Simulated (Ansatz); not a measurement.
Clean, relaxed (110) surface of V, space group Im-3m (No. 229) (top face towards +c; atoms held fixed, by place in the list: 1, 2):

```xyz
4
Lattice="2.5624 0.0000 0.0000 -0.8541 2.4159 0.0000 0.0000 0.0000 23.2767" Properties=species:S:1:pos:R:3 pbc="T T T"
V     0.8541    1.2079    8.5000
V     0.0000    0.0000   10.5922
V     0.8541    1.2079   12.6646
V     0.0000    0.0000   14.6386
```

Level of theory: DFT PBEsol, scalar-relativistic, plane waves, PAW in Ansatz. Plane waves to 420 eV, a k mesh through Γ of 12×12×1 on the computed 4-atom cell and Gaussian smearing (0.10 eV); no spin polarisation. The cell repeats along c with a dipole correction in the vacuum.

F (atom) is put at the top (V) at (0.00, 0.00) site, one adsorbate per 6.2 Å², and relaxed. The adsorption energy is E(slab + adsorbate) − E(slab) − E(free adsorbate, spin-polarised where open-shell). Heights count from the highest slab atom after relaxation. Bonded neighbours lie within 1.25 times the sum of covalent radii (1.35 for H) and, on that scale, within 12 % of the closest. With the adsorbate the cell is lengthened along c to keep the vacuum.

(1) How strongly does it bind, and where does its anchoring atom end?

(2) How high does its anchoring atom sit over the highest slab atom, and what is the shortest contact with the surface?

(3) The clean face has a work function of 4.88 eV. How does the adsorbate change it?

Each end is the local minimum or symmetric point that its start leads to. The slab is only 6.3 Å thick, so the energies aren't converged with thickness.

Spin polarisation was left out, and a magnetic state may lie lower.

Results:

(1) -5.15 eV; at (0.00, 0.00), 1 bonded neighbour (V).

(2) 1.71 Å; F–V 1.71 Å.

(3) By +2.45 eV.